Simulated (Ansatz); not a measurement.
**Ga3Se: how the k-point mesh moves the results**

These are results of Ansatz 0.2.0, DFT PBE, scalar-relativistic, plane waves, PAW, not measurements.

```
Ga Se
1.0
     4.43246    0.00000    0.00000
     0.00000    4.43246    0.00000
     0.00000    0.00000    4.43246
Ga Se
3 1
Direct
  0.00000 0.50000 0.50000
  0.50000 0.00000 0.50000
  0.50000 0.50000 0.00000
  0.00000 0.00000 0.00000
```

* plane-wave cutoff: 420 eV
* occupation rule: Gaussian smearing, 0.1 eV
* spin treatment: unpolarised

The atoms are held and the k-point mesh is swept. Energies are extrapolated to zero smearing and count from the reference run, 16×16×16. The cell isn't necessarily relaxed at this level. The meshes are Γ-centred. Pressure is positive in compression.

Times are rough; the reference took 23 s on 1 thread of Intel(R) Xeon(R) Platinum 8259CL CPU @ 2.50GHz (Skylake/Cascade Lake) (shared host), peak memory 0.62 GiB.

Tried: 1×1×1, 2×2×2, 4×4×4, 6×6×6, 8×8×8, 10×10×10, 12×12×12, 14×14×14, 16×16×16. From which k-point mesh on does the energy per atom stay within 100, 10 and 1 meV of the reference?

4×4×4 for 100 meV, 6×6×6 for 10 meV, 6×6×6 for 1 meV. The reference itself isn't shown to be converged.

```csv
mesh,ΔE (meV/atom),P (GPa),irreducible points,wall time (s)
1×1×1,637,7.62,1,0.89
2×2×2,289,3.98,4,1.8
4×4×4,13.1,-0.15,10,2.4
6×6×6,-0.62,-0.58,20,3.4
8×8×8,0.17,-0.56,35,6.3
10×10×10,0.99,-0.61,56,9.7
12×12×12,-0.42,-0.64,84,12
14×14×14,-0.39,-0.61,120,17
16×16×16,0.00,-0.59,165,23
```